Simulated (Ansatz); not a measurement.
A geometry of Y away from equilibrium: step 2 of the relaxation of a relaxed Y cell, doubled along one cell vector, shaken by Gaussian noise of σ = 0.08 Å a coordinate. Method: r2SCAN (plane waves to 500 eV, PAW, scalar-relativistic; Ansatz, a quantum-chemistry and plane-wave program). Γ-centred k-mesh 6×11×8 on the run's cell (coarser than for final values), Fermi–Dirac smearing 0.05 eV. The plane waves were selected for a different cell earlier on the path.

```
Y
1.0
   -6.11101     6.20836     3.37446
    3.10044    -3.07827     1.72144
    3.05761     3.08037    -1.64062
Y
4
Cartesian
  0.06570   3.05456   0.80160
 -3.03291   6.22296   2.51611
  0.02039  -0.07936  -0.02520
 -2.99408   3.14957   1.60468
```

Task: What forces act on the atoms (eV/Å)?

Result: 
| atom | Fx | Fy | Fz |
|---|---|---|---|
| Y1 | 0.20 | 0.00 | -0.10 |
| Y2 | 0.12 | -0.19 | 0.11 |
| Y3 | -0.19 | 0.25 | -0.34 |
| Y4 | -0.12 | -0.06 | 0.33 |

The path ends in I4/mmm (No. 139) at a tolerance of 0.01 Å, Fm-3m (No. 225) at 0.1 Å. No spin polarisation in the result.

The end of the path is a generated cell of Y: the first start was made by placing the elements on the sites of a structure type, and the end was not matched to a known phase here, so it may be hypothetical. Known forms of Y include space group No. 194.
